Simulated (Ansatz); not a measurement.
Given:

H:
```xyz
8
Lattice="7.1681 0.0000 0.0000 0.0000 7.1781 0.0000 0.0000 0.0000 7.2013" Properties=species:S:1:pos:R:3 pbc="T T T"
H      2.6273     5.1816     4.6453
H      0.9568     1.9964     1.0447
H      6.2114     5.5854     2.5559
H      4.5408     1.5926     6.1566
H      4.6136     1.0588     5.6226
H      6.1386     6.1192     2.0220
H      1.0295     2.5302     1.5786
H      2.5546     4.6479     5.1793
```

This is the PBEsol-relaxed structure. Tensor components refer to the Cartesian frame of this cell.

Question: All from PBEsol (plane waves, PAW; program Ansatz), unless another level is named. Predict the band gap.

Answer: 9.64 eV (smallest direct gap 9.65 eV).

Question: Next, the conduction-band minimum?

Answer: at U (k = 0.500, 0.000, 0.500).

Question: And the valence-band maximum?

Answer: off the standard path, at k = (-0.083, -0.083, 0.000).

Space group P2_12_12_1. The workflow started from a Materials Project entry (that database holds measured and hypothetical structures alike); the Crystallography Open Database copy checked does not list it. It is not the usual solid phase (space group No. 194). Symmetry was held in the PBEsol relaxation; whether a distortion lowers the energy is not shown. The substance is a gas or liquid at ambient conditions. A crystal of weakly bound units computed without a dispersion correction: the cell and the soft elastic constants depend strongly on that.

Potentials: the later of the program's two PAW sets.
